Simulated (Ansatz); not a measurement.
# Sc: energy along a strain

Sc, P6_3/mmc, a = 3.309 Å, c = 5.268 Å (as given, not relaxed at this level: -2.8 GPa). Ansatz: PBEsol, PAW, 420 eV, Γ-centred 18×18×10 mesh on 2 atoms, Gaussian smearing 0.15 eV; no spin polarisation. Cell vectors (Å): 3.309 0.000 0.000; -1.654 2.866 0.000; 0.000 0.000 5.268. The cell is strained by x per cent times the pattern (0 0 0 1 0 0) in the order xx yy zz yz xz xy (engineering shears), with fractional coordinates held. y is the free energy over the start, V0 = 24.974 Å³/atom. Symmetry makes y even in x.

```
x (%) y (meV/atom)
-2.00             ?
-1.00          0.20
 0.00          0.00
 0.25          0.01
 0.50          0.05
 0.75          0.11
 1.25          0.32
 1.50          0.45
 1.75          0.62
```

Question: Fit y = c2 x² + c4 x⁴ to the other rows, get the stiffness along the pattern, and predict the missing energy.

Answer: Least squares on the rows shown. y = 0.2002 x² + 0.0006552 x⁴. The clamped-ion stiffness p·C·p = 2 × 2.002 eV × 160.2 / 24.974 Å³ = 26 GPa, which is C44 in these axes (second derivative at the start, which stands under stress). At x = -2.00 the fit asked for gives 0.81 meV/atom. The run gave 0.81 meV/atom, the same to the digits shown.